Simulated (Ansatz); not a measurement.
# YbCd2Sb2 with scf.occupations, scf.max_iter changed

Level of theory: r2SCAN, no spin polarisation, scalar-relativistic; Ansatz, plane waves to 500 eV (PAW set soft_2), k-mesh 9×9×4. These are the settings of the reference run.

Cell:

```xyz
5
Lattice="4.6824 0.0000 0.0000 -2.3412 4.0550 0.0000 0.0000 0.0000 7.4910" Properties=species:S:1:pos:R:3 pbc="T T T"
Cd    0.0000    2.7034    2.7563
Cd    2.3412    1.3517    4.7346
Sb    0.0000    2.7034    5.7409
Sb    2.3412    1.3517    1.7500
Yb    0.0000    0.0000    0.0000
```

The reference run of this cell is solved again as a single point with these keys changed:

| key | reference run | changed run |
| --- | --- | --- |
| scf.occupations | {method: gaussian, width: 0.05} | {method: gaussian, width: 1.0} |
| scf.max_iter | not typed | 100 |

Task: How far do the results move?

Result: 

| quantity | reference run | changed run |
| --- | --- | --- |
| energy, changed less reference (meV an atom) | 0 | 10.0 |
| pressure (GPa) | 0.0 | 0.3 |
| largest force (eV/Å) | 0.00 | 0.10 |
| gap on the mesh (eV) | 0.00 | 0.26 |

The energy moves by 10 meV an atom (0.05 eV for the cell). It took 16 iterations from the trained starting density. The change was made on purpose as a fault (a smearing of electronvolts); the changed values aren't properties of YbCd2Sb2.

Caveats: the reference run: 4f shell without a U, which puts 4f levels too near the Fermi level; a single point, atoms not relaxed again; semilocal functionals make gaps too small and can close them.
